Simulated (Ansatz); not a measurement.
## Relaxing a structure of Zr2Ge

The start is a relaxed Zr2Ge cell shaken by Gaussian noise of σ = 0.08 Å a coordinate. Cell shape, volume and atoms are optimised at zero target pressure with r2SCAN (plane waves to 500 eV, PAW, scalar-relativistic; Ansatz, an electronic-structure program). First-step values are on the input's coarse k-mesh.

Ansatz input (later rounds restart from its end on a renewed k-mesh):
Ansatz 0.2 input:
```yaml
crystal:
  lattice:
    - [5.276929894, 0, 0]
    - [-2.638464947, 4.5699553422, 0]
    - [0, 0, 7.493163728]
  atoms:
    - { symbol: Ge, position: [0.5148694659, -0.0139557785, 0.5102819595] }
    - { symbol: Ge, position: [-0.0112989118, 0.4622242817, 0.8383778263] }
    - { symbol: Ge, position: [0.4916403606, 0.5057368407, 0.1576847357] }
    - { symbol: Zr, position: [0.2014568448, 0.347032484, 0.5245703031] }
    - { symbol: Zr, position: [0.6496915916, 0.8360017006, 0.8250334143] }
    - { symbol: Zr, position: [0.1913802586, 0.8533150439, 0.1883964355] }
    - { symbol: Zr, position: [0.7986698682, 0.6279141802, 0.5043313256] }
    - { symbol: Zr, position: [0.3508370755, 0.1728248807, 0.818298717] }
    - { symbol: Zr, position: [0.8373964408, 0.1782163901, 0.1858301324] }
basis: { ecutwfc: 500, ecutrho_ratio: 4, xc_grid: 4, fft_grid_basis: typed }
kpoints: { mp_grid: { grid: [5, 5, 3] } }
hamiltonian:
  xc: r2scan
  dispersion: none
  pseudopotentials: { kind: paw }
scf: { occupations: { method: fermi_dirac, width: 0.05 } }
relax: { f_tol: 0.01, max_steps: 100, cell: { stress_tol: 0.02 } }
output: { forces: true, stress: true }
```

What is the largest force in the starting geometry, and on which atom (counted from 1)?

About 2.8 eV/Å, on Zr4 (atoms numbered as listed).

By how much does the energy per atom fall from start to end?

0.10 eV/atom.

Does it find its way back to the structure it was made from?

It relaxes back to the parent, P6₄22 (No. 181).

How do the shortest distances between atoms change?

The closest pairs of elements (up to four, under 3.6 Å), start → end: Zr–Zr 2.65 → 2.96 Å; Ge–Zr 2.69 → 2.91 Å; Ge–Ge 3.49 → 3.63 Å.

What band gap does the relaxed structure have at this level?

No gap (metallic).

Final structure:

Space group P6₄22 (No. 181); a = b = 5.277 Å, c = 7.494 Å, α = β = 90.00°, γ = 120.00°

```csv
atom,site,symmetry,x,y,z
Ge,3d,222,0.5000,0.0000,0.5000
Zr,6j,..2,0.1741,0.3482,0.5000
```

Final values are on a 10×10×6 k-mesh of the relaxed cell. No spin polarisation in the result.

The relaxed structure here is a generated cell of Zr2Ge: the first start was made by placing the elements on the sites of a structure type, and the end was not matched to a known phase here, so it may be hypothetical.
